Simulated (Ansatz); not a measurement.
Polymorphs of Na, each relaxed with r²SCAN in the plane-wave PAW code Ansatz:

A: fcc (Cu type) (Fm-3m)
a = 5.326 Å, b = 5.326 Å, c = 5.326 Å, α = 90.00°, β = 90.00°, γ = 90.00°

```tsv
atom	site	symmetry	x	y	z
Na	4a	m-3m	0.0000	0.0000	0.0000
```

B: diamond (Fd-3m)
a = 7.649 Å, b = 7.649 Å, c = 7.649 Å, α = 90.00°, β = 90.00°, γ = 90.00°

| atom | site | symmetry | x | y | z |
|---|---|---|---|---|---|
| Na | 8b | -43m | 0.5000 | 0.5000 | 0.5000 |

C: simple cubic (Pm-3m)
a = 3.416 Å, b = 3.416 Å, c = 3.416 Å, α = 90.00°, β = 90.00°, γ = 90.00°

| atom | site | symmetry | x | y | z |
|---|---|---|---|---|---|
| Na | 1a | m-3m | 0.0000 | 0.0000 | 0.0000 |

Question: Rank these by energy per atom at 0 K (lowest first), as r²SCAN gives it.

Answer: A (+0 meV/atom), C (+124 meV/atom), B (+385 meV/atom)

Constructed cells (a structure type filled with these elements, in neither database checked): C. Typed or built starts, not in the databases checked: B. Not the usual ambient phase: A; B; C. Unstable at this level: B; C. All cells were relaxed under the symmetry of their starts (and spin orders); stability against distortions was not tested throughout.

Energies hold the estimated change up to a 700 eV cutoff; steps of a few meV lie near the error of the meshes.

Potentials: the later of the program's two PAW sets.
